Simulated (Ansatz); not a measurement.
## Does relaxation matter for the field gradients of KCl with Rb replacing K?

Start: a supercell of KCl (rock salt type, Fm-3m) built from an entry of the Crystallography Open Database (COD), with all atoms left at the host's positions.

Space group Fm-3m (No. 225); a = 18.8788 Å.

| site | Wyckoff | site symmetry | x | y | z |
| --- | --- | --- | --- | --- | --- |
| Rb | 4a | m-3m | 0.0000 | 0.0000 | 0.0000 |
| K2 | 48h | m.m2 | 0.1667 | 0.1667 | 0.0000 |
| K5 | 32f | .3m | 0.3333 | 0.1667 | 0.1667 |
| K15 | 24e | 4m.m | 0.5000 | 0.5000 | 0.3333 |
| Cl28 | 32f | .3m | 0.1667 | 0.1667 | 0.1667 |
| Cl30 | 24e | 4m.m | 0.5000 | 0.5000 | 0.1667 |
| Cl32 | 48i | m.m2 | 0.5000 | 0.3333 | 0.3333 |
| Cl41 | 4b | m-3m | 0.5000 | 0.5000 | 0.5000 |

One atom of each set is listed; the run and its k-mesh use a cell of 54 atoms with edges of 13.35, 13.35, 13.35 Å.

The numbers come from a DFT calculation in Ansatz (PBE, plane waves and PAW, scalar-relativistic, 420 eV cutoff, Γ-centred 2×2×2 k-points, Fermi–Dirac smearing 0.01 eV).

The largest force at the start is 0.19 eV/Å. Relaxing the ions at fixed cell moves them by 0.078 Å at most (atom 30, Cl) and 0.028 Å rms.

```tsv
site	moved (Å)	first shell before	first shell after	V_zz before (10²¹ V/m²)	η before
Rb	0.000	6 Cl at 3.15 Å	6 Cl at 3.22 Å	0.00	–
K2	0.009	6 Cl at 3.15 Å	6 Cl at 3.14–3.15 Å	-0.013	0.97
K15	0.032	6 Cl at 3.15 Å	6 Cl at 3.10–3.14 Å	-0.023	0.00
Cl28	0.001	6 K at 3.15 Å	6 K at 3.15 Å	0.012	0.00
Cl30	0.078	5 K at 3.15 Å, 1 Rb at 3.15 Å	5 K at 3.10–3.15 Å, 1 Rb at 3.22 Å	-0.65	0.00
Cl32	0.004	6 K at 3.15 Å	6 K at 3.14–3.15 Å	-0.006	0.53
```

Question: What are V_zz and η after the relaxation?

Answer: 

```csv
site,V_zz after,η after,change of V_zz
Rb,0.00,–,0.00
K2,0.16,0.84,–
K15,-0.20,0.00,-0.17
Cl28,0.048,0.00,+0.04
Cl30,-0.43,0.00,+0.22
Cl32,-0.15,0.49,-0.15
```

The largest change of V_zz along a kept axis is on Cl30, from -0.65 to -0.43. In per cent, |V_zz| changes by -33 on Cl (all sites that start above 0.5). On K2 the largest principal value lies along another axis in the second run, so the two V_zz can't be compared directly. Other sites with |V_zz| of 0.02 or less aren't listed.

The defect repeats with the cell of 54 atoms, so it feels its images: sites between two images don't show the values beside a lone defect, and zeros or small values of η there can come from the images' arrangement. Without spin–orbit coupling (the program notes it for Rb) the gradients are little affected as a rule: paired runs on crystals with a gap mostly move them by under 2 % at such atoms.
Before: The neighbours have not yet relaxed around the defect (largest force 0.19 eV/Å), so a real crystal will differ.
After: The relaxation keeps the site symmetry m-3m of the start, so the impurity can't leave its site; a start off the site could end lower.
